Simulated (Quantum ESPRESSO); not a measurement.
Band energies of KIO3

```xyz
5
Lattice="3.1016 1.7907 2.6215 -3.1016 1.7907 2.6215 0.0000 -3.5814 2.6215" Properties=species:S:1:pos:R:3 pbc="T T T"
O      0.0000     1.5985     3.1193
O     -1.3843    -0.7992     3.1193
O      1.3843    -0.7992     3.1193
K      0.0000     0.0000     0.0655
I      0.0000     0.0000     3.9861
```

LDA (pw.x of Quantum ESPRESSO, ONCV potentials, no spin-orbit coupling); path ΓLB1,BZΓX,QFP1Z,LP; energies in eV from the valence-band maximum.

```
k (1/Å)  point  band 13  band 14  band 15  band 16  band 17  band 18  band 19  band 20
-------  -----  -------  -------  -------  -------  -------  -------  -------  -------
0.00         Γ    -1.79    -1.57    -1.52    -1.52    -1.29     4.83     6.81     6.81
0.24              -1.89    -1.71    -1.53    -1.38    -1.30     5.08     6.25     6.64
0.71         L    -2.08    -1.70    -1.58    -1.38    -1.27     4.11     6.32     6.39
1.10              -2.26    -1.77    -1.49    -1.13    -0.82     3.64     5.09     5.85
1.29              -2.56    -1.67    -1.32    -0.95    -0.51     3.19     4.03     5.07
1.68        B1    -2.79    -1.12    -1.11    -0.75    -0.01     2.46     2.47     3.88
1.68         B    -2.79    -1.12    -1.11    -0.75    -0.01     2.46     2.47     3.88
1.72         Z    -2.79    -1.11    -1.11    -0.75     0.00     2.45     2.45     3.86
2.12              -2.59    -1.26    -1.26    -0.89    -0.80     3.59     3.59     4.63
2.32              -2.36    -1.37    -1.37    -1.29    -1.03     4.63     4.63     5.14
2.72              -1.88    -1.58    -1.50    -1.50    -1.26     4.97     6.47     6.47
2.92         Γ    -1.79    -1.57    -1.52    -1.52    -1.29     4.83     6.81     6.81
3.08              -1.83    -1.72    -1.52    -1.38    -1.30     4.98     6.60     6.64
3.41              -2.04    -1.83    -1.53    -1.29    -1.05     5.04     5.57     6.17
3.58              -2.18    -1.79    -1.56    -1.21    -0.83     4.25     4.84     6.21
3.91         X    -2.47    -1.64    -1.62    -0.87    -0.57     3.19     3.86     6.03
3.91         Q    -2.47    -1.64    -1.62    -0.87    -0.57     3.19     3.86     6.03
3.93         F    -2.47    -1.64    -1.62    -0.87    -0.57     3.18     3.85     6.03
4.38              -2.72    -1.33    -1.22    -0.81    -0.21     2.67     3.06     4.40
4.61        P1    -2.79    -1.12    -1.11    -0.75    -0.01     2.46     2.47     3.87
4.61         Z    -2.79    -1.11    -1.11    -0.75     0.00     2.45     2.45     3.86
5.60         L    -2.08    -1.70    -1.58    -1.38    -1.27     4.11     6.32     6.39
6.08              -2.52    -1.65    -1.33    -1.00    -0.74     3.41     4.49     5.21
6.57         P    -2.79    -1.12    -1.11    -0.75    -0.01     2.46     2.47     3.87
```

The LDA gap is direct, 2.45 eV at Z. Another valence and conduction extremum on the path lies within 0.02 eV, too close to call.

Spin-orbit coupling is left out, which matters for elements this heavy: edges can move by tenths of an eV.

Geometry of the Materials Project entry, not relaxed at this level.
